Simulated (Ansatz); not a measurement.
Trial structure of Al3Ga2N5, not yet relaxed:

```
CELL_PARAMETERS angstrom
-1.68528 1.68528 11.91673
1.68528 -1.68528 11.91673
1.68528 1.68528 -11.91673
ATOMIC_POSITIONS crystal
Al 0.60000 0.60000 0.00000
Al 0.40000 0.40000 0.00000
Al 0.00000 0.00000 0.00000
Ga 0.20000 0.20000 0.00000
Ga 0.80000 0.80000 0.00000
N 0.70000 0.70000 0.00000
N 0.30000 0.30000 0.00000
N 0.90000 0.90000 0.00000
N 0.50000 0.50000 0.00000
N 0.10000 0.10000 0.00000
```

Level of theory: DFT PBE, scalar-relativistic, plane waves, PAW (Ansatz). Settings: cutoff 420 eV, Γ-centred mesh 8×8×8 on the computed 10-atom cell, Gaussian smearing of 0.10 eV; no spin polarisation.

The zero of energy is the elements' standard structures at the same level (N₂ as a molecule); no fitted shifts are applied.

Q: What does a single point on this coarse mesh give?

A: The pressure is -38.6 GPa (the mean over three directions, positive in compression), the largest force is 0.41 eV/Å, and the energy is +0.14 eV/atom against the elements. The shortest distance is 2.38 Å.

Q: How much does it gain on relaxing, and where does it end?

A: Relaxing gains about 0.82 eV/atom in 12 ionic steps and ends at −0.682 eV/atom on the finer mesh. The symmetry stays I4/mmm (No. 139). The volume per atom shrinks by 33.8 %, from 13.5 to 9.0 Å³. The shortest distance goes from 2.38 Å (Al–N and Ga–N) to 2.01 Å (Al–N). Conventional cell: a = 2.933 Å, c = 20.835 Å. Around Al on a site of symmetry 4mm lie 6 N at 2.02–2.08 Å; Ga is surrounded by 6 N at 2.07–2.20 Å; N on a site of symmetry 4mm has 5 Ga at 2.07–2.20 Å and 1 Al at 2.08 Å; 3 more sites not described.

The last run used a 14×14×14 mesh for its 10-atom cell and Gaussian smearing of 0.02 eV. The relaxation can't lower the symmetry of the start. Symmetry constrained the relaxation, so the result can be a saddle point.
